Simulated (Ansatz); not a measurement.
Bi:
```
Bi
1.0
    2.26273     1.30639     3.88287
   -2.26273     1.30639     3.88287
    0.00000    -2.61278     3.88287
Bi
2
Direct
  0.23669   0.23669   0.23669
  0.76331   0.76331   0.76331
```

Relaxed with PBEsol. Special points in fractions of this cell's reciprocal vectors: Γ (0.000, 0.000, 0.000); T (0.500, 0.500, 0.500); H2 (0.758, 0.242, 0.500); H0 (0.500, -0.242, 0.242); L (0.500, 0.000, 0.000); S0 (0.371, -0.371, 0.000); S2 (0.629, 0.000, 0.371); F (0.500, 0.000, 0.500).

Question: List the band energies nearest the Fermi level at these points for plane-wave PAW PBEsol (Ansatz code).

Answer: In eV from the Fermi level; about four levels below and three above (degenerate sets whole), none deeper than 8.9 eV; points with the same levels are listed once.

```csv
k,below,above
Γ,-7.41 -1.51 -1.24 -1.24,2.73 3.05 3.05
T,-0.85 -0.53 -0.53,0.53 0.53 0.57
H2,-4.20 -4.14 -0.30,0.67 5.09 5.10
L,-1.17 -1.03 -0.28 -0.26,0.38 0.81 7.65
S0,-4.51 -2.55 -2.54,3.08 3.17 4.61
F,-4.87 -3.13 -2.99,2.40 5.05 5.40
```

Space group R-3m (A7 (α-As type)). Symmetry was held in the PBEsol relaxation. The Fermi level of a semimetal is unsure by some 0.05 eV on such meshes. Scalar-relativistic: spin–orbit coupling is off unless named, which matters more the heavier the elements.

Potentials: the earlier of the program's two PAW sets. The files were generated under PBE; for other functionals the program regenerates the frozen cores, and for LDA and PBEsol the local potential too.
